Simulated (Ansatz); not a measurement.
Sc3Al: computed properties

Level of theory: Ansatz 0.2.0, DFT r2SCAN, scalar-relativistic, plane waves, PAW.

Plane waves to 500 eV, a k mesh through Γ of 6×6×8 on the computed 8-atom cell and Gaussian smearing (0.10 eV); collinear spin from starting moments 0.41 0.41 0.41 0.41 0.41 0.41 0 0 μB.

The structure is relaxed at this level of theory with its symmetry kept. Whether it is the stable form of this composition wasn't checked.

```xyz
8
Lattice="6.3010 0.0000 0.0000 -3.1505 5.4568 0.0000 0.0000 0.0000 5.0750" Properties=species:S:1:pos:R:3 pbc="T T T"
Sc    4.6819    0.9348    3.8062
Sc    1.6191    0.9348    3.8062
Sc    3.1505    3.5873    3.8062
Sc   -1.5314    4.5220    1.2687
Sc    1.5314    4.5220    1.2687
Sc    0.0000    1.8695    1.2687
Al    3.1505    1.8189    1.2687
Al    0.0000    3.6379    3.8062
```

```
Space group                                                 : P6_3/mmc (No. 194)
Volume per atom                                             : 21.81 Å³
Generalised Kohn–Sham band gap                              : none (metal)
Density of states at the Fermi level                        : 6.47 states/eV per cell
Löwdin character within 0.5 eV of the Fermi level           : Sc 3d 84 %, unprojected 5 %
Bulk modulus                                                : 68 GPa
Its pressure derivative                                     : 3.5
Total moment                                                : 3.23 μB per cell
Site moments (μB; atoms counted from 1 over the whole cell) : Sc (atom 1) 0.37, Sc (atom 2) 0.37, Sc (atom 3) 0.37, Sc (atom 4) 0.37, Sc (atom 5) 0.37, Sc (atom 6) 0.37, Al (atom 7) -0.06, Al (atom 8) -0.06
```

The state reached may not be the lowest one.

Only this magnetic start was tried.